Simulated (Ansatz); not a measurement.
YN:
```
YN
1.0
    0.00000     2.44791     2.44791
    2.44791     0.00000     2.44791
    2.44791     2.44791     0.00000
N Y
1 1
Direct
  0.00000   0.00000   0.00000
  0.50000   0.50000   0.50000
```

DFT-r²SCAN in the program Ansatz with PAW potentials gives a gap of 0.58 eV without spin–orbit coupling, maximum at Γ, minimum at X.

Problem. What happens when spin–orbit coupling is switched on?

Solution. The gap drops by 0.02 eV, to 0.56 eV; maximum at Γ, minimum at X.

Problem. How large is the spin–orbit splitting of the valence top at Γ?

Solution. The fourfold level lies 0.05 eV above the split-off pair.

Problem. Give the electron effective mass with spin–orbit coupling.

Solution. 0.15, 0.15, 1.3 mₑ (principal values).

Problem. Give the hole effective mass with spin–orbit coupling, band 1 of 2 at the edge.

Solution. 1.1 along [100], 0.61 along [110], 0.49 along [111] (mₑ).

Problem. Give the hole effective mass with spin–orbit coupling, band 2 of 2 at the edge.

Solution. 0.24 along [100], 0.28 along [110], 0.31 along [111] (mₑ).

Problem. Give the Z2 indices of the occupied bands with spin–orbit coupling.

Solution. 0;(000).

Space group Fm-3m (rock salt). The r²SCAN relaxation kept the symmetry of its start. The run is not spin-polarised.

Potentials: the later of the program's two PAW sets.
